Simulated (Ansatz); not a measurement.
# Property card for Re₂B

Re2B:
```cif
data_B2Re4
_chemical_formula_sum 'B2 Re4'
_space_group_name_H-M_alt 'P63/mmc'
_space_group_IT_number 194
_space_group_name_Hall '-P 6c 2c'
_cell_length_a 4.14711
_cell_length_b 4.14711
_cell_length_c 4.88267
_cell_angle_alpha 90.000
_cell_angle_beta 90.000
_cell_angle_gamma 120.000
loop_
_atom_site_label
_atom_site_type_symbol
_atom_site_symmetry_multiplicity
_atom_site_Wyckoff_symbol
_atom_site_fract_x
_atom_site_fract_y
_atom_site_fract_z
_atom_site_occupancy
B1 B 2 c 0.33333 0.66667 0.25000 1
Re1 Re 2 a 0.00000 0.00000 0.00000 1
Re2 Re 2 d 0.66667 0.33333 0.25000 1
```

Space group P6_3/mmc (No. 194); conventional cell a = b = 4.1471 Å, c = 4.8827 Å, α = β = 90.00°, γ = 120.00°.

Method: the program Ansatz at the r²SCAN level (PAW). Geometry: relaxed at this level of theory. Other levels are named where they apply.

Cell and energy:

Volume per atom: 12.12 Å³
Density: 17.50 g/cm³
Formation energy from the elements (no fitted shifts): 0.62 eV/atom

Electronic structure:

Electronic character: metallic (no gap)
Density of states at the Fermi level: 0.64 states/eV per atom (mean over ±0.08 eV)
Gap with spin–orbit coupling: none (metallic)

Mechanics:

Bulk modulus (Birch–Murnaghan fit): 3430 kbar
Pressure derivative B′: 4.4

Charges:

- Bader charges: B -0.42, Re +0.15 to +0.26 e

A made-up cell: these elements were put on the sites of a structure type; neither database checked (COD, Materials Project) lists it. Its standing as an ambient phase is unchecked. The r²SCAN relaxation kept the symmetry of its start; its stability against distortions is not shown here. No spin polarisation was allowed. The references are the lowest solids computed at this level, not always the standard phases. Spin–orbit coupling is left out wherever it is not named.

Potentials: the earlier of the program's two PAW sets.
